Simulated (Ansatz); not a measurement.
## Trial structures of ScF5: starts and ends

These are results of DFT PBE, scalar-relativistic, plane waves, PAW in Ansatz 0.2.0, not measurements. All cells share a 420 eV cutoff and Γ-centred k meshes spaced at most about 0.3 Å⁻¹ (about 0.25 or finer for metals, 2π included). Collinear spin in cells that started with moments and kept them past the coarse steps, no spin elsewhere.

Each guess was relaxed in cell and atoms at zero pressure, within the symmetry of its start. These are static total energies at zero pressure. Coordination counts F atoms around Sc (those within 1.25 times the shortest such distance or 1.15 times the sum of covalent radii; a plus sign parts nearer from farther groups).

```csv
guess,made from,start group,V start (Å³/atom),end group,V end (Å³/atom),coordination at the end,gap on mesh (eV),largest moment (μB),E over the lowest end (meV/atom)
1,DyFe5 type,P6/mmm,13.8,P6/mmm,11.2,Sc 6,0,0.2,505
2,Mg5Cu type,P-62m,15.5,P-62m,15.5,Sc 6,0,0.9,138
3,random cell,P6/mmm,15.7,P6/mmm,17.7,Sc 2+6,0,0.5,0
4,HfNi5 type,F-43m,13.1,?,?,?,?,?,?
5,random cell,P4/mmm,13.5,P4/mmm,14.3,Sc 4,0,0.7,553
```

Guess 4 as it starts:

```xyz
6
Lattice="0.0000 3.3971 3.3971 3.3971 0.0000 3.3971 3.3971 3.3971 0.0000" Properties=species:S:1:pos:R:3 pbc="T T T"
Sc    3.3971    3.3971    3.3971
F     5.9518    4.2395    4.2395
F     5.9518    5.9518    5.9518
F     1.6986    1.6986    1.6986
F     4.2395    4.2395    5.9518
F     4.2395    5.9518    4.2395
```

Problem. Predict the end of this guess and its energy over the lowest end.

Solution. It ends in space group F-43m (No. 216), with a = 6.190 Å, 9.9 Å³/atom and no gap, with moments up to 0.5 μB. It lies 0.57 eV/atom over the lowest end, above guess 5 and so the highest of the set. Counting F atoms around Sc, this end has Sc 16 and the lowest (guess 3) has Sc 2+6.

```xyz
6
Lattice="0.0000 3.0950 3.0950 3.0950 0.0000 3.0950 3.0950 3.0950 0.0000" Properties=species:S:1:pos:R:3 pbc="T T T"
Sc    3.0950    3.0950    3.0950
F     2.3146    0.7805    2.3146
F     2.3146    2.3146    0.7805
F     0.7805    2.3146    2.3146
F     0.7805    0.7805    0.7805
F     4.6426    4.6426    4.6426
```

Formation energies are uncorrected and refer to the elements' standard structures at the same level (F₂ as a molecule).

Problem. Is the lowest end bound against the elements?

Solution. Yes: its formation energy is −2.26 eV/atom. Whether it is stable depends on the other phases of the system, which aren't compared here.

No dispersion correction is applied, so the spacing and binding between layers, chains or molecules are poorly described (P6/mmm at 17.7 Å³/atom, P-62m, P6/mmm at 11.2 Å³/atom, P4/mmm), and this can change margins and order among such cells. Another magnetic order may lie lower. Cells relaxed within their symmetry can be saddle points. A lower structure may well exist outside this small set. Some candidate types were left out of the draw beforehand, so a known form may be missing.
